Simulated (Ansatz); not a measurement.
## Zone-centre phonons of PbC2 at 20 GPa: input and output

Computed with DFT LDA, scalar-relativistic, plane waves, PAW in Ansatz.

It can be run as:
```bash
ansatz run input.yaml --threads 1 --pin off --backend cpu --events-out ev --progress --plain --runs-dir out  # memory cap (--max-ram) not shown
```

Input (bare energies are in eV):
```yaml
crystal:
  lattice:
    - [-1.8532823645, 1.8532823645, 3.1546727212]
    - [1.8532823645, -1.8532823645, 3.1546727212]
    - [1.8532823645, 1.8532823645, -3.1546727212]
  atoms:
    - { symbol: Pb, position: [0.0, 0.0, 0.0] }
    - { symbol: C, position: [0.5990678318, 0.5990678318, 0.0] }
    - { symbol: C, position: [0.4009321682, 0.4009321682, 0.0] }
basis:
  ecutwfc: 420
kpoints:
  mp_grid: { grid: [10, 10, 10] }
hamiltonian:
  xc: lda
scf:
  occupations: { method: fixed }
output:
  eigenvalues: true
phonons:
  method: dfpt
  eigenvectors: true
```

Results section of the output:
```
--- Phonons (Γ-DFPT): 4 representative perturbations + reference, on 171 of 1000 k-points (Σ response iterations 14) ---
  k mesh reduced under 4 symmetry operations, with k and −k counted as one. Each operation leaves every solved displacement unchanged or reverses it
  ASR residual: 7.037e-5 → 0.000e0 eV/Å²; symmetrization residual: 8.189e-7 eV/Å²
  ASR residual per site (eV/Å²): 7.04e-5 3.78e-5 3.78e-5
  Γ frequencies (cm⁻¹): -201.43 -201.43 0.00 0.00 0.00 195.53 233.84 233.84 1900.40
  non-analytic LO–TO correction: not included (Born effective charges unavailable; polar crystals: no LO–TO splitting at Γ)
```

Its imaginary modes show that this cell, built by swapping an element in a database structure, isn't a minimum of the energy. Spin–orbit coupling is left out, which matters for heavy elements. The bands were filled as in an insulator; under compression the gap may have closed between mesh points.

Negative frequencies stand for imaginary ones: the cell is unstable against these modes.